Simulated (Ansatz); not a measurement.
Si:
```cif
data_Si24
_chemical_formula_sum 'Si24'
_space_group_name_H-M_alt 'Cmcm'
_space_group_IT_number 63
_space_group_name_Hall '-C 2c 2'
_cell_length_a 3.83100
_cell_length_b 10.71825
_cell_length_c 12.68420
_cell_angle_alpha 90.000
_cell_angle_beta 90.000
_cell_angle_gamma 90.000
loop_
_space_group_symop_operation_xyz
  'x, y, z'
  '-x, -y, -z'
  '-x, -y, z+1/2'
  'x, y, -z+1/2'
  'x, -y, -z'
  '-x, y, z'
  '-x, y, -z+1/2'
  'x, -y, z+1/2'
  'x+1/2, y+1/2, z'
  '-x+1/2, -y+1/2, -z'
  '-x+1/2, -y+1/2, z+1/2'
  'x+1/2, y+1/2, -z+1/2'
  'x+1/2, -y+1/2, -z'
  '-x+1/2, y+1/2, z'
  '-x+1/2, y+1/2, -z+1/2'
  'x+1/2, -y+1/2, z+1/2'
loop_
_atom_site_label
_atom_site_type_symbol
_atom_site_symmetry_multiplicity
_atom_site_Wyckoff_symbol
_atom_site_fract_x
_atom_site_fract_y
_atom_site_fract_z
_atom_site_occupancy
Si1 Si 8 f 0.00000 0.24269 0.55493 1
Si2 Si 8 f 0.00000 0.57131 0.15727 1
Si3 Si 8 f 0.00000 0.02869 0.59059 1
```
(The calculation used a cell of 12 atoms; values per cell refer to that cell.)

Relaxed with r²SCAN.

Problem. Give the optical modes at the zone centre with their infrared activity from DFPT, the program Ansatz at the r²SCAN level (PAW).

Solution. Transverse frequencies, without the LO–TO term; a row sums one degenerate level.

```csv
ω (cm⁻¹),degeneracy,IR ((D/Å)²/amu),activity,symmetry
59,1,0.01,IR-inactive,B1u
70,1,0.00,IR-inactive,Au
112,1,0.03,IR,B3u
113,1,0.00,IR-inactive,Au
130,1,0.00,IR-inactive,B2g
131,1,0.00,IR-inactive,B1g
166,1,0.00,IR-inactive,Ag
168,1,0.01,IR-inactive,B2u
176,1,0.00,IR-inactive,B3g
178,1,0.03,IR,B2u
202,1,0.12,IR,B1u
255,1,0.00,IR-inactive,B3g
304,1,3.43,IR,B1u
376,1,0.00,IR-inactive,Ag
399,1,0.00,IR-inactive,B3g
404,1,0.00,IR-inactive,Ag
414,1,0.67,IR,B2u
423,1,0.01,IR-inactive,B1u
431,1,0.00,IR-inactive,B3g
435,1,0.06,IR,B2u
448,1,0.00,IR-inactive,B2g
449,1,0.00,IR-inactive,B1g
449,1,0.00,IR-inactive,Ag
461,1,0.00,IR-inactive,B3g
475,1,0.07,IR,B3u
480,1,0.00,IR-inactive,Ag
482,1,0.00,IR-inactive,Au
486,1,0.00,IR-inactive,B1g
500,1,0.00,IR-inactive,B2g
504,1,0.11,IR,B1u
514,1,0.00,IR-inactive,B3g
531,1,0.00,IR-inactive,Ag
536,1,0.06,IR,B2u
```

Problem. How high does the top mode go among those that the LO–TO term moves?

Solution. 308 cm⁻¹ for q along z.

The workflow started from a Materials Project entry (that database holds measured and hypothetical structures alike); the Crystallography Open Database copy checked does not list it. It is not the phase usual at ambient conditions (space group No. 227). The r²SCAN relaxation kept the symmetry of its start; whether a distortion lowers the energy is not shown.

Potentials: the later of the program's two PAW sets.
